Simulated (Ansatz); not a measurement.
Level: r2SCAN, no spin polarisation; 500 eV; 5×5×5 Γ-centred mesh; gaussian occupations (width 0.0188 eV); Ansatz 0.2.0, fixed geometry.

Computed maps in the lattice plane spanned by b (left to right, 6.76 Å, 20 points from zero) and c (bottom to top, 6.76 Å, 20 points from zero), 60° apart, at height 0.296 along a. The fields are smooth PAW ones with compensation charges, not the true ones near nuclei.

Valence density. Digits on a logarithmic scale: 0 up to 0.03 e/Å³, each further digit a factor of 1.6, 9 from 1.3 e/Å³ up:
```
10011122221110011222
11233321012333211222
22356653113566532222
12369996323699964211
11369999643699996311
00259999954589999520
00036999964469999630
00013689865456899631
00001356654444566531
22322123334454433321
34554321123566542112
46777642113689963102
46888874213699996312
46887887422589999522
36886688631369999631
24788678742136999631
02578888752013566531
00357888753000233320
00024666642000012210
00002344432000011211
```

ELF. Ten even steps from '0' (0.01) to '9' (0.90):
```
00000000000000001221
00034200000233000232
00157762001577610022
00179997101689972001
00179788600588797100
00058847830288479600
00027987851148889730
00003788852224888730
00000156531221256520
03530001100121001100
37887300000355300000
69999961001588861000
79999997101687787200
69973699600588489600
29970069930179879720
07994039970037899740
03899779983002577530
00489999985000011100
00037999973000000000
00000267630000000000
```

Q: The cell is Cs3SiF6. Which atoms lie within 0.2 Å of this plane, and where (fractions of b and c)?

A: F at (0.70, 0.70), F at (0.70, 0.30), F at (0.30, 0.70). The whole cell:
```
Cs Si F
1.0
     0.00000    4.77898    4.77898
     4.77898    0.00000    4.77898
     4.77898    4.77898    0.00000
Cs Si F
3 1 6
Direct
  0.75000 0.75000 0.75000
  0.25000 0.25000 0.25000
  0.00000 0.00000 0.00000
  0.50000 0.50000 0.50000
  0.29650 0.70350 0.70350
  0.70350 0.29650 0.70350
  0.70350 0.29650 0.29650
  0.29650 0.70350 0.29650
  0.70350 0.70350 0.29650
  0.29650 0.29650 0.70350
```

Origin: a known structure type with other elements, at an estimated volume, so it need not be a known compound. Caveats: many states at the Fermi level without spin polarisation, so a magnetic state may lie lower.
